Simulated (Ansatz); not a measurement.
Input file for Ansatz (an electronic-structure program):

Ansatz 0.2 input:
```yaml
crystal:
  lattice:
    - [2.7039303664, 1.5611149249, 4.3164738938]
    - [-2.7039303664, 1.5611149249, 4.3164738938]
    - [0.0, -3.1222298498, 4.3164738938]
  atoms:
    - { symbol: La, position: [0.25, 0.25, 0.25] }
    - { symbol: La, position: [0.75, 0.75, 0.75] }
    - { symbol: Ni, position: [0.0, 0.0, 0.0] }
    - { symbol: Ni, position: [0.5, 0.5, 0.5] }
    - { symbol: O, position: [0.7979237202, 0.25, 0.7020762798] }
    - { symbol: O, position: [0.2020762798, 0.75, 0.2979237202] }
    - { symbol: O, position: [0.7020762798, 0.7979237202, 0.25] }
    - { symbol: O, position: [0.2979237202, 0.2020762798, 0.75] }
    - { symbol: O, position: [0.25, 0.7020762798, 0.7979237202] }
    - { symbol: O, position: [0.75, 0.2979237202, 0.2020762798] }
kpoints:
  mp_grid: { grid: [9, 9, 9] }
hamiltonian:
  xc: pbesol
  pseudopotentials: { azcp: { folder: ./paw }, kind: paw }
scf:
  occupations: { method: fermi_dirac, width: 0.1 }
phonons:
  method: dfpt
  response_accuracy: low
  eigenvectors: true
  rigid_motions: translations
```

Output (shortened):

```
zone centre: on kpoints.mp_grid the ground state, and the responses unless they are solved on pairs of k-points, stand on 365 of the mesh's 729 k-points, …
Pseudopotentials: kind: paw
Pseudopotential: La, paw, valence charge 11
Pseudopotential: Ni, paw, valence charge 18
Pseudopotential: O, paw, valence charge 6
Functional definition: PBEsol
Crystal: 10 atoms, lattice volume = 109.323 Å³
Basis set: ecut = 420 eV, 2109 PW (Γ), exchange–correlation on 72×72×72 points (8 copies of the dense FFT grid, shifted against one another)
Bands: 57, of which v1, the nominal top of the filled ones, is band 47 counted from 1 (46 counted from 0)
Symmetry: 12 space group operations
k-points: 365 of 729 (irreducible under 1 space group operation, time reversal used)
PAW frozen core: La, regenerated for the run's functional, and the local potential with it
PAW frozen core: Ni, regenerated for the run's functional, and the local potential with it
PAW frozen core: O, regenerated for the run's functional, and the local potential with it
Initial density: superposition of atomic densities (chi_scale 0.1, normalization cell, long waves kept (reshape's long-wave potential 0.00 eV rms))
Initial wavefunctions: pseudopotential atomic-orbital guess
Eigensolver: davidson
Functional: x = pbesol(κ = 0.804, μ = 0.12345679012345678), c = pbesol(β = 0.046)
SCF iter   1: F=—  HF=-27308.694585 eV  |F-HF|=—  |Δ(HF+E_count)|=         —  Δρ=1.86e-1  dr2=2.78e1  ethr=3.10e-3  ⟨swp⟩=3.7  Hψ=71501  notcnv=0
all-band conjugate gradients solve this SCF's bands
preconditioner: auto → Kerker (q_TF=auto, 2.660 Å⁻¹)
SCF iter   2: F=—  HF=-27305.509117 eV  |F-HF|=—  |Δ(HF+E_count)|=    3.19e0  Δρ=5.65e-2  dr2=2.54e0  ethr=3.10e-3  ⟨swp⟩=3.9  Hψ=47086  notcnv=0
SCF iter   3: F=—  HF=-27305.179202 eV  |F-HF|=—  |Δ(HF+E_count)|=   3.30e-1  Δρ=1.53e-2  dr2=1.84e-1  ethr=2.71e-3  ⟨swp⟩=3.3  Hψ=31506  notcnv=0  defer=100
SCF iter   4: F=—  HF=-27305.172938 eV  |F-HF|=—  |Δ(HF+E_count)|=   6.26e-3  Δρ=7.73e-3  dr2=3.82e-2  ethr=1.95e-4  ⟨swp⟩=2.8  Hψ=39232  notcnv=0  defer=250
SCF iter   5: F=—  HF=-27305.170733 eV  |F-HF|=—  |Δ(HF+E_count)|=   2.20e-3  Δρ=2.05e-3  dr2=4.03e-3  ethr=4.06e-5  ⟨swp⟩=2.0  Hψ=30484  notcnv=0  defer=250
SCF iter   6: F=—  HF=-27305.170064 eV  |F-HF|=—  |Δ(HF+E_count)|=   6.69e-4  Δρ=4.74e-4  dr2=1.45e-4  ethr=4.28e-6  ⟨swp⟩=2.4  Hψ=37827  notcnv=0  defer=256
SCF iter   7: F=—  HF=-27305.170136 eV  |F-HF|=—  |Δ(HF+E_count)|=   7.15e-5  Δρ=1.43e-4  dr2=1.86e-5  ethr=1.54e-7  ⟨swp⟩=2.0  Hψ=37792  notcnv=0  defer=256
SCF iter   8: F=—  HF=-27305.170142 eV  |F-HF|=—  |Δ(HF+E_count)|=   6.28e-6  Δρ=4.37e-5  dr2=8.93e-7  ethr=1.98e-8  ⟨swp⟩=2.0  Hψ=37541  notcnv=0  defer=256
SCF iter  13: F=-27305.170140 eV  HF=-27305.170140 eV  |F-HF|=0.00e0  |Δ(HF+E_count)|=  3.64e-12  Δρ=6.79e-8  dr2=4.04e-12  ethr=1.00e-12  ⟨swp⟩=13.0  Hψ=126485  notcnv=0
SCF 1 converged in 13 iterations: F = -27305.170140 eV  dr2 = 4.04e-12
DFPT response loops at Γ: preconditioner auto → Kerker (q_TF=auto, 2.660 Å⁻¹) (partly filled bands, converged f_vac=0.000) …
SCF converged after 13 iterations
Free energy (F): -27305.170140 eV
Harris-Foulkes:  -27305.170140 eV  (|F-HF|=0.00e0)
Internal energy: -27305.047784 eV  (E = F + TS)
E sigma→0 (E₀):  -27305.108962 eV
Entropy (-TS):   -0.122356 eV (-12.236 meV/atom)
Fermi energy:    13.550866 eV
--- Per-component energies (eV) ---
  E_band       = -579.387541
  E_kinetic    = 2056.272318
  E_local      = -9947.184002  (includes V_loc(G=0)·N_el)
  E_nonlocal   = 262.889293
  E_hartree    = 4878.589556
  E_xc         = -935.710188
  E_vxc        = -1129.225843  (∫ρ·V_xc dr)
  E_paw        = -14831.254351  (= ΣΔE_a)
  E_vpaw       = -1579.324641  (= ΣTr[D̂ρ^β])
  E_aug_tail   = 0.006301  (compensation charges beyond the density's cutoff)
  E_ewald      = -8789.601089
  E_core_change = 0.944378  (= ΣΔE_core)
  E_smearing   = -0.122356  (= −TS)
  E_closure    =  0.000000  (closes the sum)
  Σ components = -27305.170140   (vs F -27305.170140, Δ=0.00e0)
  [band-id]    e_kinetic+e_local+e_nonlocal+2·e_hartree+e_vxc+e_vpaw+e_augmentation_tail = -579.387462   (vs E_band -579.387541, Δ=7.92e-5)
--- Band table (eV; the first three rows and the last of 365) ---
  k-point 0: bands = ["-89.9810", "-89.9808", "-50.5324", "-50.5324", "-50.5320", "-50.5320", "-50.4857", "-50.4855", "-17.4678", "-17.2067", "-5.3193", "-4.3448", "-4.3448", "-4.1627", "-4.1627", "-4.0841", "-1.6881", "-1.3428", "-1.3428", "-1.0373", "-0.9066", "-0.9066", "5.9517", "7.8856", "7.8856", "8.6977", "8.6977", "8.9252", "9.1275", "9.1275", "9.2345", "10.7681", "11.0143", "11.0143", "11.1952", "11.2956", "11.2956", "11.6927", "11.6927", "12.0212", "12.1524", "12.1524", "12.3417", "12.4877", "12.4877", "13.2902", "13.3740", "13.3740", "16.1766", "16.1766", "16.7316", "16.7316", "17.4073", "17.4073", "17.4365", "17.5395", "17.6967"]
  k-point 1: bands = ["-89.9810", "-89.9808", "-50.5324", "-50.5324", "-50.5321", "-50.5321", "-50.4857", "-50.4856", "-17.4588", "-17.2135", "-5.3584", "-4.4881", "-4.3543", "-4.2053", "-4.1479", "-4.0451", "-1.6273", "-1.3524", "-1.2171", "-0.9661", "-0.8759", "-0.8290", "6.0492", "7.9093", "7.9100", "8.5334", "8.6643", "8.8781", "9.0131", "9.1225", "9.2199", "10.4576", "10.6085", "11.0173", "11.2106", "11.4108", "11.5418", "11.5715", "11.6766", "11.9573", "12.1140", "12.1197", "12.1593", "12.6862", "12.7814", "13.2429", "13.3414", "13.3572", "16.0569", "16.0620", "16.8111", "16.8238", "17.4005", "17.4040", "17.4301", "17.5417", "17.6634"]
  k-point 2: bands = ["-89.9809", "-89.9808", "-50.5324", "-50.5324", "-50.5321", "-50.5321", "-50.4857", "-50.4856", "-17.4334", "-17.2335", "-5.4367", "-4.7799", "-4.3800", "-4.2750", "-4.1216", "-4.0341", "-1.4854", "-1.3234", "-0.9071", "-0.8484", "-0.7986", "-0.6184", "6.3149", "7.9782", "7.9799", "8.1182", "8.5623", "8.7584", "8.7602", "9.1069", "9.1968", "10.0001", "10.0993", "10.7887", "11.0753", "11.3089", "11.3468", "11.6623", "11.8809", "11.9189", "12.0560", "12.0876", "12.1471", "12.9620", "13.0494", "13.1161", "13.3654", "13.4337", "15.7419", "15.7575", "17.0205", "17.0208", "17.3858", "17.3952", "17.4246", "17.5462", "17.6296"]
  k-point 364: bands = ["-89.9809", "-89.9809", "-50.5323", "-50.5323", "-50.5322", "-50.5322", "-50.4856", "-50.4856", "-17.3340", "-17.3208", "-5.4129", "-5.4120", "-4.6055", "-4.2219", "-4.2052", "-3.9936", "-1.1752", "-1.0431", "-0.8391", "-0.5128", "-0.2696", "-0.2660", "7.0320", "7.1486", "8.2020", "8.2367", "8.2870", "8.4280", "8.7626", "8.8187", "9.2464", "9.2940", "9.5168", "9.5246", "10.7765", "11.1381", "11.3093", "11.3245", "11.5278", "11.8739", "12.4382", "12.5108", "12.5973", "12.6387", "12.7550", "12.7905", "14.0684", "14.2390", "14.8110", "14.9653", "17.2739", "17.3110", "17.3590", "17.3829", "17.5081", "17.5142", "17.5676"]
  band table: 57 of 57 bands, residual norms ≤ 1.0e-3 eV
--- Phonons (Γ-DFPT): 6 representative perturbations + reference, on 365 of 729 k-points (Σ response iterations 21) ---
  k mesh reduced under 1 symmetry operation, with k and −k counted as one. Each operation leaves every solved perturbation unchanged …
  ASR residual: 7.487e-4 → 0.000e0 eV/Å²; symmetrization residual: 1.502e-4 eV/Å²
  ASR residual per site (eV/Å²): 1.39e-4 1.39e-4 7.49e-4 7.49e-4 2.18e-4 2.18e-4 2.35e-4 2.35e-4 2.18e-4 2.18e-4
  Γ frequencies (cm⁻¹): 0.00 0.00 0.00 62.53 62.53 129.73 142.69 154.93 154.93 157.98 157.98 200.06 200.06 224.91 249.59 308.93 308.93 316.58 318.17 366.29 372.90 372.90 385.43 385.43 484.05 484.05 559.11 573.56 573.56 602.06
  non-analytic LO–TO correction: not included (Born effective charges unavailable; polar crystals: no LO–TO splitting at Γ)
```

Cost: roughly 40 core-minutes on shared cores.

Space group R-3c. The first step of the workflow began from a Materials Project structure, measured or hypothetical; the Crystallography Open Database files this formula in space group No. 167, but the cells were not matched. Its standing as an ambient phase is unchecked. Symmetry was held in the PBEsol relaxation; whether a distortion lowers the energy is not shown. No spin polarisation was allowed. No Hubbard U is applied. Without spin polarisation and U, an open-shell compound can come out a false metal. As this level gives no gap, phonon frequencies hold no LO–TO term and depend on the k-mesh and smearing (Fermi–Dirac, 0.1 eV here). Spin–orbit coupling is left out wherever it is not named.

Potentials: the earlier of the program's two PAW sets. The files were generated under PBE; for other functionals the program regenerates the frozen cores, and for LDA and PBEsol the local potential too.

Ansatz is a plane-wave DFT program.
